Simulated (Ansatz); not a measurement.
Ga3SbAs2: stable or not

The structure comes from a generated guess, relaxed at this level; another structure or a mixture of phases may lie lower.

Theory: DFT PBE, scalar-relativistic, plane waves, PAW in Ansatz 0.2.0. Settings of the last relaxation (6-atom cell): 420 eV, 12×12×4 k points, Gaussian smearing of 0.10 eV, no spin polarisation.

```
Ga Sb As
1.0
     4.17765    0.00000    0.00000
    -2.08882    3.61795    0.00000
     0.00000    0.00000   10.23895
Ga Sb As
3 1 2
Direct
  0.00000 0.00000 0.01371
  0.66667 0.33333 0.33304
  0.33333 0.66667 0.65413
  0.33333 0.66667 0.91622
  0.00000 0.00000 0.25609
  0.66667 0.33333 0.57681
```

Formation energies are uncorrected and refer to the elements' standard structures at the same level.

**Question.** These tests were run: energy against the elements; random kick, then relaxation without symmetry; phonons on a 2×2×1 q mesh; elastic tensor. What do they show?

**Answer.**

```json
{"test": "energy against the elements", "result": "−0.26 eV/atom"}
{"test": "random kick, then relaxation without symmetry", "result": "returns"}
{"test": "phonons on a 2×2×1 q mesh", "result": "no imaginary mode on the mesh, but the interpolation dips to 6i cm⁻¹ between its points"}
{"test": "elastic tensor", "result": "least eigenvalue 24 GPa"}
```

It fails none of these tests. Whether a mixture of other phases lies lower isn't tested here.

Spin–orbit coupling, which can matter for Sb, is left out. The reference form of As is held partly by dispersion forces, which this level lacks. The kick test ran on a coarse mesh. The run for the phonons used a 12×12×4 k mesh and Fermi–Dirac smearing of 0.15 eV. The run for the elastic tensor used a 12×12×4 k mesh and Fermi–Dirac smearing of 0.15 eV.
